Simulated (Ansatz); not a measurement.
SiSn in space group P-6m2 (No. 187; Sn on 1a, Si on 1f) under volume change, PBEsol in the plane-wave PAW code Ansatz, shape and atoms relaxed at each volume.

```csv
V (Å³/atom),E − E(relaxed) (meV/atom),P (GPa)
20.186,31.9,6.84
20.851,10.0,3.81
21.517,-0.8,1.45
22.182,0.0,-0.09
22.848,3.6,-1.65
23.513,13.6,-3.14
24.179,29.1,-4.31
```

### Question
What does a third-order Birch–Murnaghan fit give for V₀, B₀ and B′?

### Answer
V₀ = 22.09 Å³/atom, B₀ = 59.0 GPa, B′ = 5.2.

The cell is a constructed one: a structure type filled with these elements; neither database checked (COD, Materials Project) lists it. Whether it is the stable phase at ambient conditions was not checked. The cell keeps a stress of up to 0.2 GPa. The cell was relaxed with PBEsol under the symmetry of its start; its stability against distortions is not shown here. Scalar-relativistic: spin–orbit coupling is off unless named, which matters more the heavier the elements.

Potentials: the later of the program's two PAW sets.
